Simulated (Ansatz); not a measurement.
**Ge$_{2}$Pd: computed property card**

Ge2Pd:
```xyz
3
Lattice="-1.7597 1.7597 4.1666 1.7597 -1.7597 4.1666 1.7597 1.7597 -4.1666" Properties=species:S:1:pos:R:3 pbc="T T T"
Pd     0.0000     0.0000     0.0000
Ge     0.0000     0.0000     2.8003
Ge     0.0000     0.0000     5.5329
```

Space group I4/mmm (No. 139), MoSi2 or CaC2 type; conventional cell a = b = 3.519 Å, c = 8.333 Å, α = β = γ = 90.00°.

Method: PBE in the plane-wave PAW code Ansatz. The cell and atoms are relaxed at this level. Other levels are named where they apply.

**Cell and energy**

```
Item                                                         Result
-----------------------------------------------------  ------------
Volume per atom                                            17.20 Å³
Density                                                  8.10 g/cm³
Formation energy from the elements (no fitted shifts)  -66 meV/atom
```

**Electronic structure**

```
Item                                                                         Value
------------------------------------  --------------------------------------------
Electronic character                                             metallic (no gap)
Density of states at the Fermi level  0.48 states/eV per atom (mean over ±0.08 eV)
```

**Mechanics**

```
Item                                   Value
----------------------------------  --------
Bulk modulus (Birch–Murnaghan fit)  98.5 GPa
Pressure derivative B′                   4.9
```

A made-up cell: these elements were put on the sites of a structure type; neither database checked (COD, Materials Project) lists it. Whether it is the stable phase at ambient conditions was not checked. The PBE relaxation kept the symmetry of its start; its stability against distortions is not shown here. No spin polarisation was allowed. The references are the lowest solids computed at this level, not always the standard phases. Spin–orbit coupling is left out wherever it is not named.

Potentials: the later of the program's two PAW sets.
